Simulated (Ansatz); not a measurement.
The cell below belongs to a search over invented structures; it isn't taken from experiment.

Input and command of a plane-wave DFT calculation in Ansatz:

```yaml
crystal:
  lattice:
    - [4.8068870071, 0.0, 0.0]
    - [-2.4034435036, 4.1628862613, 0.0]
    - [0.0, 0.0, 5.3928159165]
  atoms:
    - { symbol: La, position: [0.0, 0.0, 0.0] }
    - { symbol: Al, position: [0.3333333333, 0.6666666667, 0.5] }
    - { symbol: Al, position: [0.6666666667, 0.3333333333, 0.5] }
    - { symbol: Cl, position: [0.0, 0.0, 0.5] }
basis:
  ecutwfc: 420
kpoints:
  mp_grid: { grid: [12, 12, 10] }
hamiltonian:
  xc: pbe
scf:
  occupations: { method: gaussian, width: 0.1 }
output:
  forces: true
  stress: true
  eigenvalues: true
relax:
  adjacent_minimum: "off"
  f_tol: 0.01
  max_steps: 80
  cell: { stress_tol: 0.05 }
```

```bash
ansatz run input.yaml --threads 1 --pin off --max-ram 2048MiB --backend cpu --events-out ev --progress --plain --runs-dir out
```

Processor: Arm Neoverse V1, 1 thread, on a host shared with other jobs.

**Question.** How long does it run, and how much memory does it take?

**Answer.** About 79 s, peak memory 0.5 GiB. It solves 16 bands at 114 k points (after reduction by symmetry) with about 2135 plane waves (on the last cell), in 26 SCF iterations over 5 ionic steps.
